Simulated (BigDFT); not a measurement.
Worked example: self-consistent single point of the molecule C5H4ClF3 in BigDFT.

Level of theory: PBE, Daubechies wavelet basis, HGH (Krack) norm-conserving potentials made for PBE, isolated boundary conditions (BigDFT).

SMILES: FC(F)(F)/C=C\C=C/Cl
```xyz
13

F     -2.6883    -1.2403    -0.8403
C     -2.0420    -0.1235    -0.4216
F     -2.9916     0.7200     0.0549
F     -1.5151     0.4612    -1.5235
C     -1.0473    -0.4534     0.6379
C      0.2831    -0.2747     0.6976
C      1.1313     0.3181    -0.3133
C      2.4566     0.4851    -0.2298
Cl     3.4549     0.0376     1.0884
H     -1.5206    -0.9197     1.4988
H      0.7812    -0.6129     1.6068
H      0.6615     0.6643    -1.2305
H      3.0363     0.9381    -1.0254
```

Reference input (self-consistent single point, DFT, PBE, Daubechies wavelet basis, HGH (Krack) norm-conserving potentials made for PBE, isolated boundary conditions): basis = Daubechies wavelets; dft.hgrids = 0.324 bohr; dft.rmult = 5 8; dft.ixc = 11; potentials = built-in HGH-K PBE; boundary_conditions = free; dft.gnrm_cv = 1e-04; dft.itermax = 80; dft.idsx = 6; dft.nrepmax = 3. This run's input differs from it in these lines:

```diff
@@ -2,4 +2,4 @@
 dft:
-  hgrids: 0.324
-  rmult: [5, 8]
+  hgrids: 0.437
+  rmult: [4, 6]
   ixc: 11
```

Output, abridged:

```
  #------------------------------------------------------------------- Self-Consistent Cycle
 Ground State Optimization:
 - Hamiltonian Optimization: &itrp001
   - Subspace Optimization: &itrep001-01
       Wavefunctions Iterations:
 iter:  1, EKS: -1.17475092023026832E+02, gnrm:  2.92E-01, D:  1.41E-01,
 iter:  2, EKS: -1.18214866691765280E+02, gnrm:  9.30E-02, D: -7.40E-01,
 iter:  3, EKS: -1.18301827527390486E+02, gnrm:  4.16E-02, D: -8.70E-02,
 iter:  4, EKS: -1.18324934515635690E+02, gnrm:  1.72E-02, D: -2.31E-02,
 iter:  5, EKS: -1.18328684941350076E+02, gnrm:  9.29E-03, D: -3.75E-03,
   [... lines left out ...]
 iter:  8, EKS: -1.18331069142837151E+02, gnrm:  1.40E-03, D: -1.83E-04,
 iter:  9, EKS: -1.18331132203047105E+02, gnrm:  8.74E-04, D: -6.31E-05,
 iter:  10, EKS: -1.18331162225042064E+02, gnrm:  5.60E-04, D: -3.00E-05,
 iter:  11, EKS: -1.18331175089186246E+02, gnrm:  3.25E-04, D: -1.29E-05,
 iter:  12, EKS: -1.18331178099001576E+02, gnrm:  1.85E-04, D: -3.01E-06,
 iter:  13, EKS: -1.18331178990426352E+02, gnrm:  1.16E-04, D: -8.91E-07,
 iter:  14, EKS: -1.18331179401305789E+02, gnrm:  6.92E-05, D: -4.11E-07,
       -  &FINAL001  { #---------------------------------------------------------- iter: 15
 iter:  15, EKS: -1.18331179547191198E+02, gnrm:  6.92E-05, D: -1.46E-07,  #FINAL
        #Eigenvalues and New Occupation Numbers
       Orbitals: [
   [... 23 lines left out ...]
 Last Iteration                        : *FINAL001
  #---------------------------------------------------------------------- Forces Calculation
 Total electronic charge               :  51.999965996588
 Electric Dipole Moment (AU):
   P vector                            :  [  6.715453E-01, -1.638170E-02,  2.327892E-01 ]
   norm(P)                             :  7.10937627E-01
 Electric Dipole Moment (Debye):
   P vector                            :  [  1.706898E+00, -4.163813E-02,  5.916910E-01 ]
   norm(P)                             :  1.80702303E+00
 BigDFT infocode                       :  0
   [... lines left out ...]
 -  {H: [ 1.614006183300E-02, -5.866375212571E-02, -3.430177755443E-02]} # 0010
 -  {H: [ 1.355421282131E-02, -2.095370006196E-02, -1.212982362418E-02]} # 0011
 -  {H: [ 1.967269462487E-02, -7.261691149278E-03, -7.389696802499E-03]} # 0012
 -  {H: [ 1.161312848783E-02,  3.013198617567E-02,  1.287001075147E-02]} # 0013
 Energy (Hartree)                      : -1.18331179547191198E+02
 Force Norm (Hartree/Bohr)             :  3.70411241712820583E-01
```

The run converged in 15 iterations. Against the reference run the free energy goes up by 393 meV/atom and the largest force goes from 0.593 to 11.02 eV/Å.

The grid can part forces that symmetry would make equal. Forces above 1 eV/Å remain at this geometry. This run is one point of a test of settings, so its values need not be converged; read them against the reference run alone. The geometry comes from a cheaper method or was typed, in some cases with atoms then moved at random; it is not relaxed at this level, and the species need not be a known compound.

Cost on one core: very roughly 40 core-seconds.
